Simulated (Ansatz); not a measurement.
Problem. Write an Ansatz input for a single-point calculation of Ir with PBE (scalar-relativistic), a cutoff of 420 eV (density cutoff 4 times that), a Γ-centred 8×8×8 mesh and Gaussian smearing of 0.05 eV, without spin polarisation. Forces, stress and eigenvalues are wanted. The structure:
```
CELL_PARAMETERS angstrom
0.0000000000 1.9200000000 1.9200000000
1.9200000000 0.0000000000 1.9200000000
1.9200000000 1.9200000000 0.0000000000
ATOMIC_POSITIONS crystal
Ir 0.0000000000 0.0000000000 0.0000000000
```

Solution. 
```yaml
crystal:
  lattice:
    - [0.0, 1.92, 1.92]
    - [1.92, 0.0, 1.92]
    - [1.92, 1.92, 0.0]
  atoms:
    - { symbol: Ir, position: [0.0, 0.0, 0.0] }
basis:
  ecutwfc: 420
  ecutrho_ratio: 4
kpoints:
  mp_grid: { grid: [8, 8, 8] }
hamiltonian:
  xc: pbe
scf:
  occupations: { method: gaussian, width: 0.05 }
output:
  forces: true
  stress: true
  eigenvalues: true
```

Run as written, it has 17 valence electrons, 283 plane waves at Γ, 48 symmetry operations and 29 irreducible k-points; it took 6 SCF iterations in all. It took roughly 1.1 core-seconds on a shared host.
